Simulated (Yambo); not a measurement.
G0W0@PBEsol for CdClOH (space group P6_3mc, No. 186) in Yambo. Reference settings: 3×3×1 Γ-centred k mesh, bands 9 to 193 and a 7 Ry block in the screening, 193 bands in G with the Bruneval-Gonze terminator, plasmon pole fitted at 27.2 eV. The PBEsol gap Γ → Γ on this mesh is 2.39 eV; G0W0 gaps are taken between the same points.

| change from the reference | G0W0 gap Γ → Γ (eV) | shift of the valence edge (eV) |
|---|---|---|
| reference settings | 4.38 | -1.18 |
| 80 bands in W, 80 bands in G | 4.62 | -1.01 |
| 6 Ry block | 4.35 | -1.15 |
| 129 bands in W, 129 bands in G | [?] | -1.11 |
| 80 bands in G | 4.40 | -1.14 |
| 3 Ry block | [?] | -1.07 |
| no terminator | 4.30 | -1.01 |
| pole fitted at 55 eV | 4.40 | -1.26 |

Problem. Estimate the withheld gaps from the other rows; the computed values follow.

Solution. 
- 129 bands in W, 129 bands in G, G0W0 gap Γ → Γ (eV): 4.44
- 3 Ry block, G0W0 gap Γ → Γ (eV): 4.23

The reference isn't shown to be the converged limit.

Spin-orbit coupling is not included.

Geometry relaxed with PBE+D3(BJ); primitive cell a = b = 3.697 Å, c = 10.185 Å, α = β = 90.00°, γ = 120.00°.

A shift is the quasiparticle energy of the state minus its PBEsol energy.
